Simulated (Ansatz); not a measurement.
Relaxed-ion elastic tensor of BeTe (zinc blende, space group No. 216) in GPa (Voigt order), DFT-LDA in the program Ansatz with PAW potentials; density 5.30 g/cm³, 21.42 Å³ per atom.

```
 106  42.8  42.8   0.0   0.0   0.0
42.8   106  42.8   0.0   0.0   0.0
42.8  42.8   106   0.0   0.0   0.0
 0.0   0.0   0.0  53.3   0.0   0.0
 0.0   0.0   0.0   0.0  53.3   0.0
 0.0   0.0   0.0   0.0   0.0  53.3
```

Question: Is the crystal mechanically stable?

Answer: Yes: the smallest eigenvalue of C is 53.3 GPa.

Question: Work out the Voigt, Reuss and Hill averages.

Answer: K_V = 63.8, K_R = 63.8, K_H = 63.8; G_V = 44.6, G_R = 41.7, G_H = 43.1 GPa.

Question: Give Young's modulus, Poisson's ratio, Pugh's ratio and the universal anisotropy index.

Answer: E = 9KG/(3K + G) = 106 GPa; ν = 0.22; K/G = 1.48 (brittle by the Pugh limit of 1.75); A_U = 5G_V/G_R + K_V/K_R − 6 = 0.34.

Question: Estimate the sound speeds and the Debye temperature.

Answer: v_l = √((K + 4G/3)/ρ) = 4790 m/s, v_t = √(G/ρ) = 2850 m/s, mean 3160 m/s; Θ = (h/k)(3n/4πV)^(1/3) v_m = 339 K.

Question: Give the Zener ratio and Young's modulus along [100], [110] and [111].

Answer: A = 2C44/(C11 − C12) = 1.69; 1/E = S11 − 2(S11 − S12 − S44/2)Γ with Γ = 0, 1/4, 1/3 gives 81.1, 110, 125 GPa.

Question: Solve the Christoffel equation for the three sound speeds along [100], [110], [111].

Answer: Eigenvalues of C_ijkl n_j n_l equal ρv² (piezoelectric stiffening left out). In km/s, slowest first: [100] 3.17, 3.17, 4.47; [110] 2.44, 3.17, 4.91; [111] 2.70, 2.70, 5.05.

Space group F-43m (zinc blende). Symmetry was held in the LDA relaxation. Spin–orbit coupling is left out wherever it is not named.

Potentials: the earlier of the program's two PAW sets. The files were generated under PBE; for other functionals the program regenerates the frozen cores, and for LDA and PBEsol the local potential too.
